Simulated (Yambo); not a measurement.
Yambo run on Ga2O3 (corundum, space group R-3c, No. 167). The wavefunctions are norm-conserving PBE (stringent potentials; Quantum ESPRESSO, 114 Ry, no spin-orbit coupling) ones on a 4×4×4 mesh (60 occupied bands); a = b = c = 5.330 Å, α = β = γ = 55.93°.

Yambo input:

```
rim_cut
HF_and_locXC
RandQpts= 1000000
RandGvec= 1 Ry
EXXRLvcs= 114 Ry
VXCRLvcs= 456 Ry
% QPkrange
 1 | 1 | 60 | 61 |
 2 | 2 | 60 | 61 |
 3 | 3 | 60 | 61 |
 7 | 7 | 60 | 61 |
%
```

k points by index: 1 = Γ, 2 = (0, 0, 0.25), 3 = L, 7 = F.

Resulting energies as the program prints them:

```
#    K-point    Band    Eo [eV]    Ehf [eV]    Vxc [eV]    Vnlxc [eV]
#
    1    60    -0.209817    -5.560747    -20.67511    -26.02604
    1    61    2.861487    7.011790    -16.15397    -12.00367
    2    60    0.000000    -5.422613    -21.05765    -26.48026
    2    61    4.423679    8.736070    -17.54991    -13.23752
    3    60    -0.111197    -5.559308    -20.99025    -26.43836
    3    61    6.449988    11.81383    -17.47775    -12.11391
    7    60    -0.106340    -5.530900    -21.14603    -26.57059
    7    61    6.580246    12.04458    -17.99412    -12.52979
```
Exchange alone, without screening.

Geometry relaxed with PBEsol.

This is not the ordinary phase of the substance.
